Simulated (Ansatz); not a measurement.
# TiAl (CuAu type, space group P4/mmm): energy over volume and axial ratio

TiAl (CuAu type, space group P4/mmm)

```cif
data_AlTi
_chemical_formula_sum 'Al1 Ti1'
_space_group_name_H-M_alt 'P4/mmm'
_space_group_IT_number 123
_space_group_name_Hall '-P 4 2'
_cell_length_a 2.81288
_cell_length_b 2.81288
_cell_length_c 4.05874
_cell_angle_alpha 90.000
_cell_angle_beta 90.000
_cell_angle_gamma 90.000
loop_
_atom_site_label
_atom_site_type_symbol
_atom_site_symmetry_multiplicity
_atom_site_Wyckoff_symbol
_atom_site_fract_x
_atom_site_fract_y
_atom_site_fract_z
_atom_site_occupancy
Al1 Al 1 d 0.50000 0.50000 0.50000 1
Ti1 Ti 1 a 0.00000 0.00000 0.00000 1
```

Grid over V/V₀ and (c/a)/(c/a)₀, subscript 0 meaning the relaxed cell; the conventional c axis lies along z; no internal relaxation.

Calculation: r2SCAN (plane waves to 500 eV, PAW, scalar-relativistic; Ansatz, an electronic-structure program). k mesh 16×16×12 (Γ-centred), Fermi-Dirac smearing 0.05 eV. E stands for the smeared free energy. Compression counts positive. With partly filled bands, the response to shear is sensitive to the k mesh, so small differences along c/a are uncertain. The PAW data are Ansatz's earlier set. TiAl is run without spin polarisation. TiAl was relaxed with its symmetry unable to fall. ΔE is measured from the relaxed starting cell.

ΔE (kJ/mol of atoms), with V/V₀ across and (c/a)/(c/a)₀ down:

| (c/a)/(c/a)₀ \ V/V₀ | 0.920 | 0.947 | 0.973 | 1.000 | 1.027 | 1.053 | 1.080 |
|---|---|---|---|---|---|---|---|
| 0.960 | 4.7 | 2.3 | 0.9 | 0.5 | 0.9 | 2.1 | 3.8 |
| 0.973 | 4.5 | 2.0 | 0.7 | 0.2 | 0.6 | 1.8 | 3.5 |
| 0.987 | 4.3 | 1.9 | 0.5 | 0.1 | 0.5 | 1.6 | 3.4 |
| 1.000 | 4.3 | 1.8 | 0.4 | 0.0 | 0.4 | 1.5 | 3.3 |
| 1.013 | 4.3 | 1.9 | 0.5 | 0.1 | 0.5 | 1.6 | 3.3 |
| 1.027 | 4.5 | 2.1 | 0.7 | 0.2 | 0.6 | 1.8 | 3.5 |
| 1.040 | 4.8 | 2.4 | 1.0 | 0.5 | 0.9 | 2.0 | 3.8 |

σzz − σxx (GPa), with V/V₀ across and (c/a)/(c/a)₀ down:

```tsv
(c/a)/(c/a)₀ \ V/V₀	0.920	0.947	0.973	1.000	1.027	1.053	1.080
0.960	3.4	3.5	3.5	3.6	3.6	3.6	3.5
0.973	2.5	2.5	2.6	2.6	2.5	2.5	2.5
0.987	1.4	1.3	1.3	1.3	1.3	1.3	1.3
1.000	0.0	0.0	0.0	0.0	0.0	0.1	0.1
1.013	-1.4	-1.4	-1.4	-1.4	-1.3	-1.2	-1.2
1.027	-3.0	-3.0	-2.9	-2.9	-2.8	-2.7	-2.6
1.040	-4.6	-4.6	-4.5	-4.4	-4.2	-4.1	-3.9
```

What the scan shows:

Lowest place on the grid: V/V₀ = 1.000, (c/a)/(c/a)₀ = 1.000 (0 meV/atom). Highest place on the grid: V/V₀ = 0.920, (c/a)/(c/a)₀ = 1.040 (50 meV/atom).

(A scan under strain: stresses follow from slopes of the energy per volume, elastic moduli from its curvatures.)
